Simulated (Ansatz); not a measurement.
In the program Ansatz at the r²SCAN+D4 level (PAW), S in the α-S8 structure (Fddd) relaxes to a = 10.443 Å, b = 12.794 Å, c = 24.542 Å. S on 32h has 2 nearest neighbours from 2.05 Å (bent); S on 32h has 2 nearest neighbours from 2.05 Å (bent); S on 32h has 2 nearest neighbours from 2.05 Å (bent); S on 32h has 2 nearest neighbours from 2.05 Å (bent).

It is gapped at this level: 2.29 eV (indirect).

Symmetry was held in the r²SCAN+D4 relaxation.

Potentials: the later of the program's two PAW sets.
